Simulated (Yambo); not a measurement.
## Convergence of the G0W0 gap of AlP

G0W0@LDA for AlP (wurtzite, space group P6_3mc, No. 186) in Yambo. Reference settings: 6×6×2 Γ-centred k mesh, 179 bands and a 10 Ry block in the screening, 179 bands in G with the Bruneval-Gonze terminator, plasmon pole fitted at 27.2 eV. The LDA gap Γ → M on this mesh is 1.79 eV; G0W0 gaps are taken between the same points.

| change from the reference | G0W0 gap Γ → M (eV) | shift of the valence edge (eV) | rough Yambo cost |
|---|---|---|---|
| reference settings | 2.80 | -0.84 | 1 |
| 33 bands in W, 33 bands in G | 2.76 | -0.33 | about 1/6 |
| 136 bands in W, 136 bands in G | 2.79 | -0.80 | within a factor of two |
| wavefunctions cut at 20 Ry | 2.80 | -0.84 | within a factor of two |
| wavefunctions cut at 30 Ry | 2.80 | -0.84 | within a factor of two |
| exchange cut at 40 Ry | 2.80 | -0.84 | – |
| 58 bands in W, 58 bands in G, 4 Ry block | 2.59 | -0.39 | about 1/8 |
| 33 bands in W, 33 bands in G, 8 Ry block | 2.75 | -0.32 | about 1/8 |
| 136 bands in W, 136 bands in G, 2 Ry block | 2.43 | -0.27 | about 1/4 |
| 136 bands in W, 136 bands in G, 4 Ry block | 2.56 | -0.50 | about 1/3 |
| 6 Ry block | 2.71 | -0.73 | about 1/2 |
| 8 Ry block | 2.78 | -0.81 | about 1/2 |
| 93 bands in W, 93 bands in G, 4 Ry block, no terminator | 2.54 | -0.40 | about 1/5 |
| 58 bands in W, 58 bands in G, no terminator | 2.67 | -0.36 | about 1/4 |
| 136 bands in W, 136 bands in G, 4 Ry block, no terminator | 2.54 | -0.47 | about 1/3 |

The reference isn't shown to be the converged limit. Costs are rough (shared machines), scaled to the same edge states, and given only for runs that recompute the screening.

Geometry relaxed with LDA; primitive cell a = 3.8310 Å, b = 3.8310 Å, c = 6.2871 Å, α = 90.00°, β = 90.00°, γ = 120.00°.

This is not the ordinary phase of the substance; no match was found in the copy of COD used, and its stability was not checked.

A shift is the quasiparticle energy of the state minus its LDA energy.
